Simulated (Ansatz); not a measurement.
Relaxed-ion elastic tensor of BaTiO₃ (cubic perovskite, Pm-3m) in GPa (Voigt order), DFT-PBE in the program Ansatz with PAW potentials; density 5.96 g/cm³, 12.99 Å³ per atom.

```
282  103  103  0.0  0.0  0.0
103  282  103  0.0  0.0  0.0
103  103  282  0.0  0.0  0.0
0.0  0.0  0.0  119  0.0  0.0
0.0  0.0  0.0  0.0  119  0.0
0.0  0.0  0.0  0.0  0.0  119
```

Question: Is the crystal mechanically stable?

Answer: Yes: the smallest eigenvalue of C is 119 GPa.

Question: Work out the Voigt, Reuss and Hill averages.

Answer: K_V = 163, K_R = 163, K_H = 163; G_V = 107, G_R = 105, G_H = 106 GPa.

Question: Give Young's modulus, Poisson's ratio, Pugh's ratio and the universal anisotropy index.

Answer: E = 9KG/(3K + G) = 262 GPa; ν = 0.23; K/G = 1.53 (brittle by the Pugh limit of 1.75); A_U = 5G_V/G_R + K_V/K_R − 6 = 0.10.

Question: Estimate the sound speeds and the Debye temperature.

Answer: v_l = √((K + 4G/3)/ρ) = 7150 m/s, v_t = √(G/ρ) = 4220 m/s, mean 4680 m/s; Θ = (h/k)(3n/4πV)^(1/3) v_m = 593 K.

Question: Give the Zener ratio and Young's modulus along [100], [110] and [111].

Answer: A = 2C44/(C11 − C12) = 1.33; 1/E = S11 − 2(S11 − S12 − S44/2)Γ with Γ = 0, 1/4, 1/3 gives 227, 270, 288 GPa.

Question: Solve the Christoffel equation for the three sound speeds along [100], [110], [111].

Answer: Eigenvalues of C_ijkl n_j n_l equal ρv². In km/s, slowest first: [100] 4.47, 4.47, 6.88; [110] 3.88, 4.47, 7.24; [111] 4.08, 4.08, 7.35.

This is a known high-temperature phase of the composition, computed here at zero pressure and temperature. The PBE relaxation kept the symmetry of its start. At this level the phase is dynamically unstable (imaginary phonons). No spin polarisation was allowed. Scalar-relativistic: spin–orbit coupling is off unless named, which matters more the heavier the elements.

Potentials: the later of the program's two PAW sets.
